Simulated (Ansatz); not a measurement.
Lu:
Space group P6₃/mmc (No. 194); a = b = 3.5039 Å, c = 5.4554 Å, α = β = 90.00°, γ = 120.00°

| atom | site | symmetry | x | y | z |
|---|---|---|---|---|---|
| Lu | 2d | -6m2 | 0.6667 | 0.3333 | 0.2500 |

This is the r²SCAN-relaxed structure.

**Question.** All from r²SCAN (plane waves, PAW; program Ansatz), unless another level is named. Predict the Poisson's ratio.

**Answer.** 0.23.

**Question.** What about the highest zone-centre frequency?

**Answer.** 126 cm⁻¹.

Space group P6_3/mmc (hcp (Mg type)). The r²SCAN relaxation kept the symmetry of its start; of distortions, only those at the zone centre were tested. As this level gives no gap, phonon frequencies hold no LO–TO term and depend on the k-mesh and smearing (Fermi–Dirac, 0.1 eV here). Axis ratios of metals converge slowly with the k-mesh, so a and c are less sure than the volume. Scalar-relativistic: spin–orbit coupling is off unless named, which matters more the heavier the elements.

Potentials: the later of the program's two PAW sets.
